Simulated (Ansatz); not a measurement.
**Structures of Al2Cl3: which is lowest?**

Plane-wave DFT in Ansatz with scalar-relativistic PAW potentials, cutoff 420 eV, Γ-centred meshes chosen by cell and gap, Gaussian smearing with energies taken to zero width. Every cell was relaxed (cell and atoms) in a run of its own, within the symmetry of its start. Functional: PBE.

Relaxed structures (starts from databases or built by putting these elements on another compound's sites):
A. P-3m1, 5 atoms in the computed cell, a = 4.127 Å, c = 9.421 Å; sites (symmetry × multiplicity) Al 3m. × 2, Cl -3m. × 1 + 3m. × 2; start: built
B. R-3c, 10 atoms in the computed cell, a = 6.367 Å, c = 28.261 Å; sites (symmetry × multiplicity) Al 3. × 12, Cl .2 × 18; start: built

Q: Rank them by energy. Could pressure change the order?

A:
```csv
structure,group,E − E(lowest) (meV/atom),V (Å³/atom),gap on mesh (eV)
B,R-3c,0.0,33.08,0.00
A,P-3m1,97,27.79,0.00
```

B is lowest, 97 meV/atom under A. A is denser by 5.29 Å³/atom, so pressure favours it: ΔE/ΔV, with ΔE in eV and 1 eV/Å³ = 160.2 GPa, gives about 2.9 GPa for equal enthalpy if both cells were rigid, a rough figure since the two compress differently. Without a dispersion term the weakly bound lowest cell is too large, so ΔV and this pressure are artefacts in part: a slight pressure closes the gap between layers first. Other structures may lie lower than all of these, and vibrations aren't counted.

Each cell of Al2Cl3 holds layers, and where no dispersion correction was added their binding is poorly described. Spin polarisation was left out, and a magnetic state may lie lower.